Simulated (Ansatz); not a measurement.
PbI₂:
```cif
data_I2Pb
_chemical_formula_sum 'Pb1 I2'
_space_group_name_H-M_alt 'P 1'
_space_group_IT_number 1
_cell_length_a 4.55941
_cell_length_b 4.55941
_cell_length_c 6.97132
_cell_angle_alpha 90.000
_cell_angle_beta 90.000
_cell_angle_gamma 120.000
loop_
_space_group_symop_operation_xyz
  'x, y, z'
loop_
_atom_site_label
_atom_site_type_symbol
_atom_site_fract_x
_atom_site_fract_y
_atom_site_fract_z
_atom_site_occupancy
Pb1 Pb 0.00000 0.00000 0.00000 1
I1 I 0.33333 0.66667 0.27092 1
I2 I 0.66667 0.33333 0.72908 1
```

Relaxed with PBE+D3(BJ).

### Question
Decompose the optical modes at the zone centre into irreducible representations, and say which are infrared and Raman allowed.

### Answer
Point group -3m: Γ_opt = A1g + A2u + Eg + Eu. Infrared: A2u, Eu. Raman: A1g, Eg.

### Question
Assign frequencies (DFPT, DFT-PBE+D3(BJ) in the program Ansatz with PAW potentials; without the LO–TO term).

### Answer
Eu 61, Eg 76, A1g 95, A2u 112 cm⁻¹.

Space group P-3m1 (CdI2 type). The PBE+D3(BJ) relaxation kept the symmetry of its start; of distortions, only those at the zone centre were tested. Scalar-relativistic: spin–orbit coupling is off unless named, which matters more the heavier the elements.

Potentials: the later of the program's two PAW sets.
